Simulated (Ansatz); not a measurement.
The relaxed structure here is a generated cell of Zn: the first start was made by placing the elements on the sites of a structure type, and the end was not matched to a known phase here, so it may be hypothetical. Known forms of Zn include space group No. 194.

One starting cell of Zn (a generated cell, Zn placed in the AFLOW prototype A_tP4_129_ac (A_d)) was relaxed twice with Ansatz (plane waves, PAW, scalar-relativistic): with r2SCAN at 500 eV and with PBE at 420 eV. The r2SCAN result:

```
CELL_PARAMETERS angstrom
     -1.67915     1.67915     1.29731
      1.67915    -1.67915     1.29731
      1.67915     1.67915    -1.29731
ATOMIC_POSITIONS crystal
  Zn 0.00000 0.00000 0.00000
```

```csv
quantity,r2SCAN,PBE
space group,I4/mmm,I4/mmm
volume (Å³/atom),14.63,___
a (Å),3.358,___
c (Å),2.595,___
"gap (eV, no spin-orbit coupling)",0.00,___
```

**Question.** Fill in the PBE column.

**Answer.** 
- volume (Å³/atom), PBE: 15.55
- a (Å), PBE: 3.460
- c (Å), PBE: 2.598
- gap (eV, no spin-orbit coupling), PBE: 0.00

Both levels end in the same structure; PBE's volume is 6.3 % larger. Neither column is exact.

No spin polarisation in the result.

The run could not lose the symmetry of its start: the end is stationary, and may be a saddle point rather than a minimum.

Ansatz is an electronic-structure program.
